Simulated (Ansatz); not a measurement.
**Is this ZrAg4Se3 structure a true minimum?**

The structure comes from a proposed guess, relaxed at this level; another structure or a mixture of phases may lie lower.

All numbers below come from Ansatz 0.2.0, DFT PBE, scalar-relativistic, plane waves, PAW. Cutoff 420 eV; k points 12×12×4 on the computed 8-atom cell (Γ-centred); Gaussian smearing, width 0.10 eV; no spin polarisation.

The cell below (8 atoms, space group P-3m1 (No. 164)) is relaxed within its symmetry.

```cif
data_structure
_symmetry_space_group_name_H-M 'P 1'
_symmetry_Int_Tables_number 1
_cell_length_a 3.6350
_cell_length_b 3.6350
_cell_length_c 15.0502
_cell_angle_alpha 90.000
_cell_angle_beta 90.000
_cell_angle_gamma 120.000
_cell_volume 172.22
loop_
_atom_site_label
_atom_site_type_symbol
_atom_site_fract_x
_atom_site_fract_y
_atom_site_fract_z
_atom_site_occupancy
Zr1 Zr 0.00000 0.00000 0.50000 1
Ag1 Ag 0.00000 0.00000 0.75181 1
Ag2 Ag 0.00000 0.00000 0.24819 1
Ag3 Ag 0.66667 0.33333 0.88043 1
Ag4 Ag 0.33333 0.66667 0.11957 1
Se1 Se 0.66667 0.33333 0.61324 1
Se2 Se 0.33333 0.66667 0.38676 1
Se3 Se 0.00000 0.00000 0.00000 1
```

For the test it was strained at random (σ = 1.5 % a component), the atoms were moved at random (σ = 0.15 Å), and all was relaxed again on a coarse 6×6×2 mesh (in the run’s order of axes) with 0.20 eV smearing, with no symmetry imposed.

Question: Is the structure stable against such a distortion?

Answer: It returns, within 1 meV/atom of the unmoved cell on that mesh and with the same symmetry when read at 0.1 Å (P1 at 0.01 Å, so small strains and shifts remain). So it is stable against the distortions that fit this cell and that this random move excites. Modes that don't fit the cell aren't tested.
